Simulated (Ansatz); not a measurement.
**CsAlF4 — Al-27 nuclear quadrupole resonance**

Cell: an entry of the Crystallography Open Database (COD) whose atoms were relaxed with PBE, the cell held.

Space group P-62m (No. 189); a = 9.5000, c = 3.7130 Å, γ = 120.00°.

| site | Wyckoff | site symmetry | x | y | z |
| --- | --- | --- | --- | --- | --- |
| Cs | 3g | m2m | 0.5685 | 0.0000 | 0.5000 |
| Al | 3f | m2m | 0.2190 | 0.0000 | 0.0000 |
| F7 | 6j | m.. | 0.4245 | 0.1585 | 0.0000 |
| F13 | 3g | m2m | 0.2104 | 0.0000 | 0.5000 |
| F16 | 3f | m2m | 0.8439 | 0.0000 | 0.0000 |

One atom of each set is listed.

Computed with Ansatz: DFT, PBE, plane waves and PAW, scalar-relativistic, 420 eV cutoff, Γ-centred 3×3×7 k-points, Fermi–Dirac smearing 0.02 eV.

Al-27: I = 5/2, Q = 146.6 mb (year-2017 value). Static lattice, zero field.

Problem. The simulated lines lie at 0.924, 1.68 MHz. What are |C_Q|, η and |V_zz| at Al?

Solution. For I = 5/2 and η = 0 the lines are 3|C_Q|/20 and twice that; η pulls their ratio below 2. Here |C_Q| = 5.69 MHz, η = 0.28 and |V_zz| = 1.61 × 10²¹ V/m². The calculation gives V_zz positive; the lines don't show the sign. The site has 6 F at 1.77–1.86 Å.
